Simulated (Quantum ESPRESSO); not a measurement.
Band energies of NaAuO2

```
CELL_PARAMETERS angstrom
      3.31195    -1.50627    -0.01957
      3.31195     1.50627    -0.01957
     -2.95292     0.00000     5.38888
ATOMIC_POSITIONS crystal
  O  0.08969 0.08969 0.24560
  O  0.91031 0.91031 0.75440
  Na 0.50000 0.50000 0.50000
  Au 0.50000 0.50000 0.00000
```

norm-conserving PBEsol (Quantum ESPRESSO, 88 Ry, with spin-orbit coupling); path XΓY,LΓZ,NΓM,RΓ; energies in eV from the valence-band maximum.

```
k (1/Å)  point  band 40  band 41  band 42  band 43  band 44  band 45  band 46  band 47
-------  -----  -------  -------  -------  -------  -------  -------  -------  -------
0.00         X    -0.08     2.71     2.71     4.90     4.90     5.70     5.70     8.40
0.32              -0.11     2.71     2.71     4.26     4.26     6.91     6.91     8.61
0.74              -0.12     2.71     2.71     3.16     3.16     6.95     6.95     9.18
0.95         Γ    -0.11     2.69     2.69     2.99     2.99     6.64     6.64     9.37
1.18              -0.09     2.77     2.77     3.43     3.43     6.26     6.26     9.91
1.54         Y    -0.05     2.88     2.88     4.67     4.67     5.17     5.17    11.33
1.54         L    -0.20     2.85     2.85     4.93     4.93     6.76     6.76     8.52
1.97              -0.18     2.81     2.81     4.51     4.51     7.16     7.16     8.10
2.40              -0.12     2.72     2.72     3.20     3.20     6.80     6.80     9.41
2.62         Γ    -0.11     2.69     2.69     2.99     2.99     6.64     6.64     9.37
2.73              -0.14     2.65     2.65     3.07     3.07     6.72     6.72     9.36
3.15              -0.65     2.06     2.06     4.63     4.63     7.95     7.95     9.41
3.58              -0.12     2.07     2.07     5.47     5.47     7.74     7.74     9.42
3.80         Z    -0.02     2.10     2.10     5.41     5.41     7.51     7.51     9.84
3.80         N    -0.02     2.04     2.04     5.58     5.58     7.59     7.59     9.47
3.90              -0.05     2.03     2.03     5.61     5.61     7.62     7.62     9.25
4.34              -0.60     1.93     1.93     5.17     5.17     8.06     8.06     9.18
4.77              -0.21     2.50     2.50     3.35     3.35     6.93     6.93     9.34
4.99         Γ    -0.11     2.69     2.69     2.99     2.99     6.64     6.64     9.37
5.08              -0.13     2.66     2.66     3.06     3.06     6.70     6.70     9.36
5.48              -0.59     2.04     2.04     4.54     4.54     7.74     7.74     9.41
5.88              -0.23     1.96     1.96     5.68     5.68     7.91     7.91     8.74
6.18         M    -0.02     2.04     2.04     5.58     5.58     7.59     7.59     9.47
6.18         R    -0.02     2.10     2.10     5.41     5.41     7.51     7.51     9.84
6.57              -0.34     2.02     2.02     5.38     5.38     8.17     8.17     9.11
6.96              -0.44     2.22     2.22     4.02     4.02     7.50     7.50     9.34
7.35         Γ    -0.11     2.69     2.69     2.99     2.99     6.64     6.64     9.37
```

The PBEsol gap is 1.30 eV; at least one edge lies off the plotted path, at a point of the SCF mesh. The smallest direct gap is 1.73 eV.

Geometry relaxed with PBEsol.

The structure is a Materials Project entry; no match was found in the copy of COD used, and its stability was not checked.
